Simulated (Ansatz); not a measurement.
Relaxation of a randomly generated symmetric cell of AlNi (space group No. 69); 2 atoms in the cell, which starts as I4/mmm (No. 139), tI4; a = b = 3.664 Å, c = 4.433 Å, α = β = γ = 90.00°. These are PBEsol (plane waves to 420 eV, PAW, scalar-relativistic; Ansatz, a quantum-chemistry and plane-wave program) values and carry that method's errors. Γ-centred k-mesh 11×11×11 on the run's cell (coarser than for final values), Fermi–Dirac smearing 0.05 eV. This is the first round of the run. Spin-polarised start, with parallel moments on Ni.

The optimiser's lines from the output (shortened; P is positive under compression):

```
relax step   1: F+E_penalty+E_count = -6329.17284963 eV  Δ(F+E_penalty+E_count) = +0.000e0 eV  max|allowed force component| = 5.916e-31 eV/Å  Δτ_max = 0.0000 Å  P = -2.313 GPa  Ω = 29.755 Å³  (13 SCF iters, dr2 threshold 1.00e-7 eV, accepted)
relax step   2: F+E_penalty+E_count = -6329.41018645 eV  Δ(F+E_penalty+E_count) = -2.373e-1 eV  max|allowed force component| = 1.676e-30 eV/Å  Δτ_max = 0.0000 Å  P = +1.052 GPa  Ω = 27.880 Å³  (9 SCF iters, dr2 threshold 2.00e-7 eV, accepted)
relax step   3: F+E_penalty+E_count = -6329.50992750 eV  Δ(F+E_penalty+E_count) = -9.974e-2 eV  max|allowed force component| = 7.889e-31 eV/Å  Δτ_max = 0.0000 Å  P = +1.830 GPa  Ω = 27.261 Å³  (9 SCF iters, dr2 threshold 2.00e-7 eV, accepted)
relax step   4: F+E_penalty+E_count = -6329.51064653 eV  Δ(F+E_penalty+E_count) = -7.190e-4 eV  max|allowed force component| = 0.000e0 eV/Å  Δτ_max = 0.0000 Å  P = -1.692 GPa  Ω = 28.050 Å³  (9 SCF iters, dr2 threshold 2.00e-7 eV, accepted)
relax step   5: F+E_penalty+E_count = -6329.51310383 eV  Δ(F+E_penalty+E_count) = -2.457e-3 eV  max|allowed force component| = 1.479e-31 eV/Å  Δτ_max = 0.0000 Å  P = +0.008 GPa  Ω = 27.648 Å³  (9 SCF iters, dr2 threshold 2.00e-7 eV, accepted)
relax step   6: F+E_penalty+E_count = -6329.51337418 eV  Δ(F+E_penalty+E_count) = -2.704e-4 eV  max|allowed force component| = 9.861e-32 eV/Å  Δτ_max = 0.0000 Å  P = +0.063 GPa  Ω = 27.648 Å³  stress off target by 1.83e-1 GPa  SCF on the basis re-selected at this cell (its energy is not comparable with the rows above)  (15 SCF iters)
relax step   7: F+E_penalty+E_count = -6329.51338287 eV  Δ(F+E_penalty+E_count) = -8.692e-6 eV  max|allowed force component| = 2.465e-32 eV/Å  Δτ_max = 0.0000 Å  P = +0.001 GPa  Ω = 27.662 Å³  (6 SCF iters, dr2 threshold 8.35e-8 eV, accepted)
relax step   8: F+E_penalty+E_count = -6329.51339106 eV  Δ(F+E_penalty+E_count) = -8.193e-6 eV  max|allowed force component| = 1.233e-31 eV/Å  Δτ_max = 0.0000 Å  P = +0.002 GPa  Ω = 27.662 Å³  stress off target by 6.91e-3 GPa  SCF on the basis re-selected at this cell (its energy is not comparable with the rows above)  (8 SCF iters)
```

From the first to the last row the energy changes by -0.17 eV/atom and the volume by -7.0 %. The last row is marked as not comparable with the walk above it, whose basis was carried along; it does compare with step 1, since both stand on a basis selected at the nominal cutoff for their own cell.

Later rounds, restarted from the end of this one on a renewed k-mesh, logged 7 more steps and released under 0.01 eV/atom more. The final structure after all rounds: Fm-3m (No. 225), cF8, rock salt type; a = 4.8004 Å, b = 4.8004 Å, c = 4.8004 Å, α = 90.00°, β = 90.00°, γ = 90.00°. Between re-selections the logged energies stand on a plane-wave basis carried along with the cell. No spin polarisation in the result: the starting moments vanished. A magnetic state may lie lower.

The run could not lose the symmetry of its start, so the end can be a saddle point.

All atoms sit on sites fixed by symmetry, so only the cell could relax.

The relaxed structure here is a generated cell of AlNi: the first start was made by a random draw of sites in a space group, and the end was not matched to a known phase here, so it may be hypothetical. Known forms of AlNi include space group No. 221.
